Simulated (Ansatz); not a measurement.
NaF:
```
CELL_PARAMETERS angstrom
      0.00000     2.35046     2.35046
      2.35046     0.00000     2.35046
      2.35046     2.35046     0.00000
ATOMIC_POSITIONS crystal
  Na 0.00000 0.00000 0.00000
  F  0.50000 0.50000 0.50000
```

Relaxed with PBE.

Problem. Map the valence electron density (e/Å³), cut off at 4 on the plane through (0.000, 0.000, 0.000) spanned by u = [1, 0, 0] and v = [0, 1, -1] in lattice vectors, from the program Ansatz at the PBE level (PAW).

Solution. x is the fraction of u, y of v (the angle between them is 90°; rows are the nearest grid lines); atoms in the plane: Na at (0.00, 0.00), F at (0.50, 0.50).
```
y \ x   0.000  0.118  0.176  0.294  0.353  0.471  0.529  0.647  0.706  0.824  0.882   1.00
------  -----  -----  -----  -----  -----  -----  -----  -----  -----  -----  -----  -----
1.00     4.00   4.00   2.41  0.111  0.044  0.033  0.033  0.044  0.111   2.41   4.00   4.00
0.941    4.00   4.00   1.80  0.102  0.050  0.042  0.042  0.050  0.102   1.80   4.00   4.00
0.824    2.41  0.768  0.285  0.105  0.122  0.176  0.176  0.122  0.105  0.285  0.768   2.41
0.765   0.386  0.219  0.140  0.165  0.250  0.444  0.444  0.250  0.165  0.140  0.219  0.386
0.706   0.111  0.089  0.105  0.301  0.563   1.22   1.22  0.563  0.301  0.105  0.089  0.111
0.588   0.033  0.072  0.154  0.919   2.44   4.00   4.00   2.44  0.919  0.154  0.072  0.033
0.529   0.033  0.078  0.176   1.22   3.65   4.00   4.00   3.65   1.22  0.176  0.078  0.033
0.471   0.033  0.078  0.176   1.22   3.65   4.00   4.00   3.65   1.22  0.176  0.078  0.033
0.412   0.033  0.072  0.154  0.919   2.44   4.00   4.00   2.44  0.919  0.154  0.072  0.033
0.294   0.111  0.089  0.105  0.301  0.563   1.22   1.22  0.563  0.301  0.105  0.089  0.111
0.235   0.386  0.219  0.140  0.165  0.250  0.444  0.444  0.250  0.165  0.140  0.219  0.386
0.176    2.41  0.768  0.285  0.105  0.122  0.176  0.176  0.122  0.105  0.285  0.768   2.41
0.0588   4.00   4.00   1.80  0.102  0.050  0.042  0.042  0.050  0.102   1.80   4.00   4.00
0.000    4.00   4.00   2.41  0.111  0.044  0.033  0.033  0.044  0.111   2.41   4.00   4.00
```

The density is the valence pseudo-density with augmentation charge, so density and ELF within about 1 Å of a nucleus are not all-electron values.

Space group Fm-3m (rock salt). The cell was relaxed with PBE under the symmetry of its start; phonons on a q-mesh show no instability.

Potentials: the later of the program's two PAW sets.
